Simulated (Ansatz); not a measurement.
## WS2 with Se replacing S: gradients before and after relaxing the atoms

Start: a supercell of WS2 (space group P6_3/mmc) built from a structure deposited in the COD (the entry's cell lengths or inner coordinates differ somewhat from later room-temperature determinations), with all atoms left at the host's positions.

```yaml
crystal:
  lattice:
    - [9.54000, 0.00000, 0.00000]
    - [-4.77000, 8.26188, 0.00000]
    - [0.00000, 0.00000, 12.50000]
  atoms:
    - { symbol: W, position: [0.11111, 0.22222, 0.25000] }
    - { symbol: W, position: [0.11111, 0.55556, 0.25000] }
    - { symbol: W, position: [0.11111, 0.88889, 0.25000] }
    - { symbol: W, position: [0.44444, 0.22222, 0.25000] }
    - { symbol: W, position: [0.44444, 0.55556, 0.25000] }
    - { symbol: W, position: [0.44444, 0.88889, 0.25000] }
    - { symbol: W, position: [0.77778, 0.22222, 0.25000] }
    - { symbol: W, position: [0.77778, 0.55556, 0.25000] }
    - { symbol: W, position: [0.77778, 0.88889, 0.25000] }
    - { symbol: W, position: [0.22222, 0.11111, 0.75000] }
    - { symbol: W, position: [0.22222, 0.44444, 0.75000] }
    - { symbol: W, position: [0.22222, 0.77778, 0.75000] }
    - { symbol: W, position: [0.55556, 0.11111, 0.75000] }
    - { symbol: W, position: [0.55556, 0.44444, 0.75000] }
    - { symbol: W, position: [0.55556, 0.77778, 0.75000] }
    - { symbol: W, position: [0.88889, 0.11111, 0.75000] }
    - { symbol: W, position: [0.88889, 0.44444, 0.75000] }
    - { symbol: W, position: [0.88889, 0.77778, 0.75000] }
    - { symbol: Se, position: [0.11111, 0.22222, 0.62500] }
    - { symbol: S, position: [0.11111, 0.55556, 0.62500] }
    - { symbol: S, position: [0.11111, 0.88889, 0.62500] }
    - { symbol: S, position: [0.44444, 0.22222, 0.62500] }
    - { symbol: S, position: [0.44444, 0.55556, 0.62500] }
    - { symbol: S, position: [0.44444, 0.88889, 0.62500] }
    - { symbol: S, position: [0.77778, 0.22222, 0.62500] }
    - { symbol: S, position: [0.77778, 0.55556, 0.62500] }
    - { symbol: S, position: [0.77778, 0.88889, 0.62500] }
    - { symbol: S, position: [0.22222, 0.11111, 0.12500] }
    - { symbol: S, position: [0.22222, 0.44444, 0.12500] }
    - { symbol: S, position: [0.22222, 0.77778, 0.12500] }
    - { symbol: S, position: [0.55556, 0.11111, 0.12500] }
    - { symbol: S, position: [0.55556, 0.44444, 0.12500] }
    - { symbol: S, position: [0.55556, 0.77778, 0.12500] }
    - { symbol: S, position: [0.88889, 0.11111, 0.12500] }
    - { symbol: S, position: [0.88889, 0.44444, 0.12500] }
    - { symbol: S, position: [0.88889, 0.77778, 0.12500] }
    - { symbol: S, position: [0.11111, 0.22222, 0.87500] }
    - { symbol: S, position: [0.11111, 0.55556, 0.87500] }
    - { symbol: S, position: [0.11111, 0.88889, 0.87500] }
    - { symbol: S, position: [0.44444, 0.22222, 0.87500] }
    - { symbol: S, position: [0.44444, 0.55556, 0.87500] }
    - { symbol: S, position: [0.44444, 0.88889, 0.87500] }
    - { symbol: S, position: [0.77778, 0.22222, 0.87500] }
    - { symbol: S, position: [0.77778, 0.55556, 0.87500] }
    - { symbol: S, position: [0.77778, 0.88889, 0.87500] }
    - { symbol: S, position: [0.22222, 0.11111, 0.37500] }
    - { symbol: S, position: [0.22222, 0.44444, 0.37500] }
    - { symbol: S, position: [0.22222, 0.77778, 0.37500] }
    - { symbol: S, position: [0.55556, 0.11111, 0.37500] }
    - { symbol: S, position: [0.55556, 0.44444, 0.37500] }
    - { symbol: S, position: [0.55556, 0.77778, 0.37500] }
    - { symbol: S, position: [0.88889, 0.11111, 0.37500] }
    - { symbol: S, position: [0.88889, 0.44444, 0.37500] }
    - { symbol: S, position: [0.88889, 0.77778, 0.37500] }
```

Atom numbers follow the list; atoms alike are taken as one site, whose name carries the number of the first.

Level of theory: DFT, PBE, plane waves and PAW, scalar-relativistic, 420 eV cutoff, Γ-centred 3×3×2 k-points, Fermi–Dirac smearing 0.01 eV (Ansatz 0.2.0).

The largest force at the start is 3.4 eV/Å. Relaxing the ions at fixed cell moves them by 0.164 Å at most (atom 19, Se) and 0.027 Å rms.

```
site  atom  moved (Å)             first shell before              first shell after  V_zz before (10²¹ V/m²)  η before
  W1     1      0.007                  6 S at 2.41 Å             6 S at 2.41–2.42 Å                   -17.88      0.00
  W2     2      0.008                  6 S at 2.41 Å             6 S at 2.41–2.42 Å                   -17.88      0.00
  W6     6      0.008                  6 S at 2.41 Å                  6 S at 2.42 Å                   -17.92      0.00
 W10    10      0.018  5 S at 2.41 Å, 1 Se at 2.41 Å  5 S at 2.41 Å, 1 Se at 2.54 Å                   -19.16      0.06
 W12    12      0.021                  6 S at 2.41 Å             6 S at 2.41–2.42 Å                   -17.89      0.01
 W14    14      0.015                  6 S at 2.41 Å             6 S at 2.41–2.42 Å                   -17.80      0.01
  Se    19      0.164                  3 W at 2.41 Å                  3 W at 2.54 Å                   -11.83      0.00
 S37    37      0.013                  3 W at 2.41 Å                  3 W at 2.41 Å                    -4.65      0.00
 S38    38      0.023                  3 W at 2.41 Å             3 W at 2.41–2.42 Å                    -4.64      0.06
 S42    42      0.029                  3 W at 2.41 Å                  3 W at 2.42 Å                    -4.76      0.00
```

Q: What are V_zz and η after the relaxation?

A: 

```tsv
site	atom	V_zz after	η after	change of V_zz
W1	1	-17.52	0.00	+0.36
W2	2	-17.55	0.00	+0.33
W6	6	-17.59	0.00	+0.33
W10	10	-17.12	0.08	+2.04
W12	12	-17.58	0.05	+0.31
W14	14	-17.39	0.05	+0.41
Se	19	-5.77	0.00	+6.06
S37	37	-4.70	0.00	-0.05
S38	38	-4.47	0.06	+0.17
S42	42	-4.51	0.00	+0.25
```

The largest change of V_zz is on Se, from -11.83 to -5.77. In per cent, |V_zz| changes by -11 to -2 on W, -51 on Se, -5 to +1 on S (all sites that start above 0.5). The table leaves out 10 of the 20 sites, with |V_zz| up to 4.79; their tensors move by 0.18 at most along any direction. The statements above cover all sites. The host's own positions weren't relaxed first, so part of the change far from the defect can be the host's relaxation.

The defect repeats with the cell of 54 atoms, so it feels its images: sites between two images don't show the values beside a lone defect, and zeros or small values of η there can come from the images' arrangement. S and W carry a gradient in the pure host already, so the values there aren't the defect's effect alone. Without spin–orbit coupling the gradients at and beside W can be off by some per cent, at some sites by more.
Before: The neighbours have not yet relaxed around the defect (largest force 3.4 eV/Å), so the values at and beside it are those of a strained start, not of the defect in a real crystal.
After: The relaxation keeps the site symmetry 3m of the start, so the impurity can move only along its axis; a start off the site could end lower.
